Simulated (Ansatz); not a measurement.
Harmonic thermodynamics of Zr₃TiN₄

The calculation used DFT PBE, scalar-relativistic, plane waves, PAW in Ansatz 0.2.0. Plane waves to 420 eV; Γ-centred k mesh 12×12×4; Fermi-Dirac smearing of 0.15 eV. No spin polarisation. Phonons by linear response, acoustic sum rule imposed.

Equilibrium structure at this level:
```
CELL_PARAMETERS angstrom
3.20554 0.00000 0.00000
0.00000 3.20554 0.00000
0.00000 0.00000 9.03302
ATOMIC_POSITIONS crystal
Zr 0.00000 0.00000 0.74153
Zr 0.00000 0.00000 0.25847
Zr 0.50000 0.50000 0.00000
Ti 0.50000 0.50000 0.50000
N 0.00000 0.00000 0.50000
N 0.50000 0.50000 0.25735
N 0.00000 0.00000 0.00000
N 0.50000 0.50000 0.74265
```

The cell was found from a structure generator's guess, not taken from experiment. In a metal, frequencies and elastic constants depend on the k mesh and the smearing, soft modes and shear constants most. The q mesh is coarse, so values between its points are rough.

Force constants from linear response on a 2×2×1 q mesh, interpolated to a fine mesh.

Q: How much zero-point energy does an atom carry?

A: 60.9 meV.

Q: How large are the vibrational entropy and heat capacity at 300 K?

A: S = 2.37 k_B and C_V = 2.40 k_B per atom, 80 % of the Dulong–Petit value.

Q: Tabulate them against temperature.

A:
```tsv
T (K)	F_vib (meV/atom)	S (k_B/atom)	C_V (k_B/atom)
100	59.6	0.49	0.97
200	51.0	1.49	1.92
300	34.2	2.37	2.40
400	10.6	3.10	2.63
500	-18.8	3.70	2.75
600	-53.0	4.21	2.82
700	-91.2	4.65	2.87
800	-132.9	5.03	2.90
900	-177.8	5.38	2.92
1000	-225.5	5.68	2.93
```
